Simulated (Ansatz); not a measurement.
Relaxed-ion elastic tensor of Ge in space group Fd-3m (No. 227; Ge on 8b, Ge on 32e, Ge on 96g) in GPa (Voigt order), r²SCAN in the plane-wave PAW code Ansatz; density 4.63 g/cm³, 26.05 Å³ per atom.

```
      1     2     3     4     5     6
-  ----  ----  ----  ----  ----  ----
1   121  33.1  33.1   0.0   0.0   0.0
2  33.1   121  33.1   0.0   0.0   0.0
3  33.1  33.1   121   0.0   0.0   0.0
4   0.0   0.0   0.0  43.3   0.0   0.0
5   0.0   0.0   0.0   0.0  43.3   0.0
6   0.0   0.0   0.0   0.0   0.0  43.3
```

Problem. Is the crystal mechanically stable?

Solution. Yes: the smallest eigenvalue of C is 43.3 GPa.

Problem. Work out the Voigt, Reuss and Hill averages.

Solution. K_V = 62.4, K_R = 62.4, K_H = 62.4; G_V = 43.5, G_R = 43.5, G_H = 43.5 GPa.

Problem. Give Young's modulus, Poisson's ratio, Pugh's ratio and the universal anisotropy index.

Solution. E = 9KG/(3K + G) = 106 GPa; ν = 0.22; K/G = 1.43 (brittle by the Pugh limit of 1.75); A_U = 5G_V/G_R + K_V/K_R − 6 = 0.00.

Problem. Estimate the sound speeds and the Debye temperature.

Solution. v_l = √((K + 4G/3)/ρ) = 5100 m/s, v_t = √(G/ρ) = 3060 m/s, mean 3390 m/s; Θ = (h/k)(3n/4πV)^(1/3) v_m = 340 K.

Problem. Give the Zener ratio and Young's modulus along [100], [110] and [111].

Solution. A = 2C44/(C11 − C12) = 0.99; 1/E = S11 − 2(S11 − S12 − S44/2)Γ with Γ = 0, 1/4, 1/3 gives 106, 106, 105 GPa.

Problem. Solve the Christoffel equation for the three sound speeds along [100], [110], [111].

Solution. Eigenvalues of C_ijkl n_j n_l equal ρv². In km/s, slowest first: [100] 3.06, 3.06, 5.11; [110] 3.06, 3.08, 5.10; [111] 3.07, 3.07, 5.09.

The first step of the workflow began from a Materials Project structure, measured or hypothetical. Its sites differ from those of the usual phase in this space group: another stacking or structure type. The cell was relaxed with r²SCAN under the symmetry of its start; whether a distortion lowers the energy is not shown.

Potentials: the earlier of the program's two PAW sets. The files were generated under PBE; for other functionals the program regenerates the frozen cores, and for LDA and PBEsol the local potential too.
